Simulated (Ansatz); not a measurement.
InAg3 (Cu3Au type, space group No. 221) under volume change, the program Ansatz at the r²SCAN level (PAW), scaled uniformly.

```
V (Å³/atom)  E − E(relaxed) (meV/atom)  P (GPa)
-----------  -------------------------  -------
16.687                            52.5    11.40
17.238                            21.5     6.77
17.788                             5.0     3.01
18.338                             0.0     0.00
18.888                             4.3    -2.43
19.438                               ?        ?
19.988                               ?        ?
```

Q: Some entries are withheld; supply them.

A: 
- 19.988, E − E(relaxed) (meV/atom): 34.3
- 19.988, P (GPa): -6.07
- 19.438, E − E(relaxed) (meV/atom): 16.2
- 19.438, P (GPa): -4.42

Q: What does a third-order Birch–Murnaghan fit give for V₀, B₀ and B′?

A: V₀ = 18.34 Å³/atom, B₀ = 91.0 GPa, B′ = 6.0.

Space group Pm-3m (Cu3Au type). The workflow started from an entry of the Crystallography Open Database (COD). Its standing as an ambient phase is unchecked. The cell was relaxed with r²SCAN under the symmetry of its start; whether a distortion lowers the energy is not shown. The run is not spin-polarised.

Potentials: the later of the program's two PAW sets.
